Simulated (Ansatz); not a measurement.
## MnF₂: do energies and stresses tell the same story?

Theory: DFT PBEsol, scalar-relativistic, plane waves, PAW (Ansatz 0.2.0).

Plane waves to 420 eV, a k mesh through Γ of 6×6×8 on the computed 6-atom cell and Gaussian smearing (0.02 eV); collinear spin from starting moments 4.59 4.59 0.11 0.11 0.11 0.11 μB.

Relaxed cell: P4_2/mnm, a = 4.869 Å, b = 4.869 Å, c = 3.296 Å, α = 90.00°, β = 90.00°, γ = 90.00°, 6 atoms in the primitive cell.

Energies at zero smearing and pressures from the stress tensor, at volumes with shape and atoms relaxed:
```json
{"V (Å³/atom)": "11.459", "E − E(first) (meV/atom)": "0.00", "P (GPa)": "15.97"}
{"V (Å³/atom)": "11.850", "E − E(first) (meV/atom)": "-32.57", "P (GPa)": "10.93"}
{"V (Å³/atom)": "12.240", "E − E(first) (meV/atom)": "-53.87", "P (GPa)": "6.66"}
{"V (Å³/atom)": "12.631", "E − E(first) (meV/atom)": "-65.50", "P (GPa)": "3.04"}
{"V (Å³/atom)": "13.022", "E − E(first) (meV/atom)": "-69.09", "P (GPa)": "0.00"}
{"V (Å³/atom)": "13.412", "E − E(first) (meV/atom)": "-65.97", "P (GPa)": "-2.52"}
{"V (Å³/atom)": "13.803", "E − E(first) (meV/atom)": "-57.28", "P (GPa)": "-4.56"}
{"V (Å³/atom)": "14.324", "E − E(first) (meV/atom)": "-39.15", "P (GPa)": "-6.44"}
```

Check P = −dE/dV between neighbouring volumes, and get the bulk modulus from the pressures alone.

With 1 eV/Å³ = 160.2 GPa:
| middle V (Å³/atom) | −ΔE/ΔV (GPa) | mean P (GPa) |
| --- | --- | --- |
| 11.654 | 13.359 | 13.452 |
| 12.045 | 8.734 | 8.795 |
| 12.436 | 4.772 | 4.851 |
| 12.826 | 1.470 | 1.521 |
| 13.217 | -1.279 | -1.260 |
| 13.607 | -3.562 | -3.539 |
| 14.063 | -5.578 | -5.498 |

The two differ by 0.09 GPa at most. The mean of two end pressures misses the average over a step by about ΔV² P″/12, up to 0.08 GPa here; with that taken off 0.03 GPa remains, from the finite cutoff, the mesh or the relaxation's tolerance. Around V = 13.022 Å³/atom, the two neighbours give B = −V ΔP/ΔV = 13.022 × 5.56 / 0.781 = 92.7 GPa, against B0 = 90.2 GPa from the Birch–Murnaghan fit of the energies.

The run saw a state lower than the one given here. Moments started parallel, and an antiferromagnetic order may lie lower.

Only this magnetic start was tried.

Cost: 9 runs of about 14 core-minutes in all, on Arm Neoverse V1 (shared hosts).